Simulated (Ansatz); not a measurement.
# Lattice vibrations of Ge3P5 at Γ

Computed with DFT PBE, scalar-relativistic, plane waves, PAW (Ansatz 0.2.0). Plane waves to 420 eV; Γ-centred k mesh 6×6×6; Gaussian smearing of 0.10 eV. No spin polarisation. Phonons by linear response, acoustic sum rule imposed.

Equilibrium structure at this level:
```
CELL_PARAMETERS angstrom
3.60783 2.08298 3.16438
-3.60783 2.08298 3.16438
0.00000 -4.16597 3.16438
ATOMIC_POSITIONS crystal
Ge 0.77146 0.26236 0.26236
Ge 0.26236 0.77146 0.26236
Ge 0.26236 0.26236 0.77146
P 0.73898 0.73898 0.20928
P 0.23715 0.23715 0.23715
P 0.77944 0.77944 0.77944
P 0.73898 0.20928 0.73898
P 0.20928 0.73898 0.73898
```

The structure comes from a proposed guess, relaxed at this level; another structure or a mixture of phases may lie lower. In a metal, frequencies depend on the k mesh and the smearing, soft modes most.

Optical modes at Γ:
```tsv
frequency (cm⁻¹)	degeneracy
88	1
95	2
102	2
115	1
151	1
154	2
209	1
211	2
234	1
239	2
264	1
277	2
350	2
361	1
```

All 21 optical modes at Γ are real: no displacement of atoms at fixed cell lowers the energy to second order. Strains and modes at other wave vectors aren't tested by this run.
